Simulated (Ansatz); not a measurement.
# AgO: clamped-ion strain scan

Level of theory: DFT PBEsol, scalar-relativistic, plane waves, PAW (Ansatz 0.2.0). Settings: plane waves to 420 eV, k-mesh 18×18×18 (Γ-centred), Gaussian smearing 0.15 eV. No spin polarisation. Energies are free energies at this smearing, counted from the undisturbed cell; pressure is positive in compression.

The starting cell (as given, not relaxed at this level; it stands at 11.0 GPa, and it needn't be the usual structure):

```yaml
crystal:
  lattice:
    - [0.00000, 2.40800, 2.40800]
    - [2.40800, 0.00000, 2.40800]
    - [2.40800, 2.40800, 0.00000]
  atoms:
    - { symbol: Ag, position: [0.00000, 0.00000, 0.00000] }
    - { symbol: O, position: [0.75000, 0.75000, 0.75000] }
```

The cell is strained by ε times the Voigt pattern (1, 1, 0, 0, 0, 0) (xx, yy, zz, yz, xz, xy; engineering shear) with fractional coordinates fixed. The cell is metallic on the mesh throughout. At 11 GPa the given cell is far from its own equilibrium, so these figures belong to a strongly strained crystal.

| ε | ΔE (meV/atom) | stress summed along the pattern (GPa, tension positive) | pressure (GPa) |
| --- | --- | --- | --- |
| -0.1500 | 1126.2 | -204.80 | 113.9 |
| -0.0750 | 318.9 | -86.78 | 45.8 |
| 0.0000 | 0.0 | -22.01 | 11.0 |
| 0.0375 | -38.0 | -2.05 | 0.9 |
| 0.1125 | 42.9 | 21.88 | -10.6 |
| 0.1500 | 136.6 | ? | ? |

**Question.** Give the withheld values.

**Answer.** stress summed along the pattern (GPa, tension positive) at ε = 0.1500: 28.30; pressure (GPa) at ε = 0.1500: -13.4.